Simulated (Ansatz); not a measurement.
The start is a generated cell, Cu built in the diamond structure type. The structure is fully relaxed (lattice and positions, P = 0) with PBEsol (plane waves to 420 eV, PAW, scalar-relativistic; Ansatz, a program for electronic structure). First-step values are on the input's coarse k-mesh.

Ansatz input (later rounds restart from its end on a renewed k-mesh):
Ansatz 0.2 input:
```yaml
crystal:
  lattice:
    - [0, 2.514564, 2.514564]
    - [2.514564, 0, 2.514564]
    - [2.514564, 2.514564, 0]
  atoms:
    - { symbol: Cu, position: [0.25, 0.25, 0.25] }
    - { symbol: Cu, position: [0, 0, 0] }
basis: { ecutwfc: 420, ecutrho_ratio: 4, xc_grid: 2, fft_grid_basis: typed }
kpoints: { mp_grid: { grid: [11, 11, 11] } }
hamiltonian:
  xc: pbesol
  dispersion: none
  pseudopotentials: { kind: paw }
scf: { occupations: { method: fermi_dirac, width: 0.05 } }
relax: { f_tol: 0.01, max_steps: 100, cell: { stress_tol: 0.02 } }
output: { forces: true, stress: true }
```

```json
{
  "initial_pressure": "+10.8 GPa (positive: the cell is compressed)",
  "energy_released": "0.06 eV/atom",
  "volume_change": "+12.5 %, from 15.90 to 17.89 Å³/atom",
  "Shortest distances (start → end)": "The closest pairs of elements (up to four, under 3.6 Å), start → end: Cu–Cu 2.18 → 2.26 Å",
  "band_gap_at_the_end": "no gap (metallic)",
  "optimiser_moves": "4"
}
```

The end point of the relaxation:

```cif
data_Cu8
_chemical_formula_sum 'Cu8'
_space_group_name_H-M_alt 'Fd-3m :1'
_space_group_IT_number 227
_space_group_name_Hall 'F 4d 2 3 -1d'
_cell_length_a 5.23059
_cell_length_b 5.23059
_cell_length_c 5.23059
_cell_angle_alpha 90.000
_cell_angle_beta 90.000
_cell_angle_gamma 90.000
loop_
_atom_site_label
_atom_site_type_symbol
_atom_site_symmetry_multiplicity
_atom_site_Wyckoff_symbol
_atom_site_fract_x
_atom_site_fract_y
_atom_site_fract_z
_atom_site_occupancy
Cu1 Cu 8 b 0.50000 0.50000 0.50000 1
```
(The calculation used a cell of 2 atoms; values per cell refer to that cell.)

Final values are on a 15×15×15 k-mesh of the relaxed cell. No spin polarisation in the result.

The run could not lose the symmetry of its start, so the end can be a saddle point.

All atoms sit on sites fixed by symmetry, so only the cell could relax.

The relaxed structure here is a generated cell of Cu: the first start was made by placing the elements on the sites of a structure type, and the end was not matched to a known phase here, so it may be hypothetical. Known forms of Cu include space group No. 225.
